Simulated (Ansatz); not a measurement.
Two states of Sr2MnCl4

```yaml
crystal:
  lattice:
    - [7.23377, 0.00000, 0.00000]
    - [0.00000, 12.37987, 0.00000]
    - [0.00000, 0.00000, 4.02920]
  atoms:
    - { symbol: Cl, position: [0.12150, 0.19520, 0.00000] }
    - { symbol: Cl, position: [0.87850, 0.80480, 0.00000] }
    - { symbol: Cl, position: [0.62150, 0.30480, 0.00000] }
    - { symbol: Cl, position: [0.37850, 0.69520, 0.00000] }
    - { symbol: Sr, position: [0.41860, 0.18180, 0.50000] }
    - { symbol: Sr, position: [0.58140, 0.81820, 0.50000] }
    - { symbol: Sr, position: [0.91860, 0.31820, 0.50000] }
    - { symbol: Sr, position: [0.08140, 0.68180, 0.50000] }
    - { symbol: Mn, position: [0.00000, 0.00000, 0.00000] }
    - { symbol: Mn, position: [0.50000, 0.50000, 0.00000] }
    - { symbol: Cl, position: [0.23990, 0.95510, 0.50000] }
    - { symbol: Cl, position: [0.76010, 0.04490, 0.50000] }
    - { symbol: Cl, position: [0.73990, 0.54490, 0.50000] }
    - { symbol: Cl, position: [0.26010, 0.45510, 0.50000] }
```

Level: r2SCAN; 500 eV; 4×2×6 Γ-centred mesh; fermi-dirac occupations (width 0.1 eV); Ansatz 0.2.0, fixed geometry.

State A: Mn9 up, Mn10 down (collinear spin). State B: Mn9 up, Mn10 up (collinear spin).

Compare the two self-consistent states.

State B is lower by 1.0 meV an atom at zero smearing. So small a gap isn't resolved on this mesh where a state is a metal.

| state | free energy (meV/atom) | largest moment in a small sphere (μB) | net moment (μB/cell) | gap on mesh (eV) | pressure (GPa) | largest force (eV/Å) |
| --- | --- | --- | --- | --- | --- | --- |
| A | 1.4 | 3.95 | 0.00 | metal | -0.1 | 0.63 |
| B | 0.0 | 3.94 | 7.06 | metal | -0.1 | 0.63 |

Origin: a known structure type with other elements, at an estimated volume, so it need not be a known compound. Caveats: semilocal functionals often miss the gap of such magnets.
